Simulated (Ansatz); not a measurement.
**Structures of NbI: which is lowest?**

Plane-wave DFT in Ansatz with scalar-relativistic PAW potentials, cutoff 420 eV, Γ-centred meshes chosen by cell and gap, Gaussian smearing with energies taken to zero width. Every cell was relaxed (cell and atoms) in a run of its own, within the symmetry of its start. Functional: PBE.

Relaxed structures (starts from databases or built by putting these elements on another compound's sites):
A. P6_3/mmc, 4 atoms in the computed cell, a = 4.754 Å, c = 5.780 Å; sites (symmetry × multiplicity) Nb -6m2 × 2, I -6m2 × 2; start: built
B. Fm-3m, 2 atoms in the computed cell, a = 5.758 Å; sites (symmetry × multiplicity) Nb m-3m × 4, I m-3m × 4; start: built

Question: Rank them by energy. Could pressure change the order?

Answer:
| structure | group | E − E(lowest) (meV/atom) | V (Å³/atom) | gap on mesh (eV) |
| --- | --- | --- | --- | --- |
| B | Fm-3m | 0.0 | 23.86 | 0.00 |
| A | P6_3/mmc | 8.3 | 28.28 | 0.00 |

B is lowest, 8 meV/atom under A. The lowest is also the densest of these, so pressure wouldn't bring one of the others in at first order. Other structures may lie lower than all of these, and vibrations aren't counted.

Spin-orbit coupling is left out, which matters for the bands of heavy elements.